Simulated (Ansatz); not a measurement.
Mn (sc type), DFT, LDA, PAW with Ansatz's default frozen-core files, scalar-relativistic (Ansatz 0.2.0), on 1 thread of Arm Neoverse V1 (shared host).

Command: `ansatz run input.yaml --threads 1 --pin off --max-ram 3072MiB --backend cpu --events-out ev --progress --plain --runs-dir out`

```yaml
crystal:
  lattice:
    - [1.6424929516, 0.0, 0.0]
    - [0.0, 1.6424929516, 0.0]
    - [0.0, 0.0, 1.6424929516]
  atoms:
    - { symbol: Mn, position: [0.0, 0.0, 0.0], spin: 3.0 }
magnetization:
  spin_polarized: true
kpoints:
  mp_grid: { grid: [19, 19, 19] }
  band_path:
    path:
      - [0.0, 0.0, 0.0]
      - [0.0, 0.5, 0.0]
      - [0.5, 0.5, 0.0]
      - [0.0, 0.0, 0.0]
      - [0.5, 0.5, 0.5]
      - [0.0, 0.5, 0.0]
      - [0.5, 0.5, 0.5]
      - [0.5, 0.5, 0.0]
    npoints: 8
scf:
  occupations: { method: fermi_dirac, width: 0.1 }
hamiltonian:
  xc: lda
  pseudopotentials: { kind: paw }
output:
  forces: true
  stress: true
  eigenvalues: true
  populations: true
  dos: { projected: true, de: 0.2, e_range: [-14, 8] }
```

(1) How large is the problem that the program sets up?

(2) About how long does it take?

## Answers

(1) 220 irreducible k-points, 81 plane waves at Γ, 13 bands.

(2) 7.2 s of wall time for 10 SCF iterations. Times on shared machines scatter by tens of per cent.
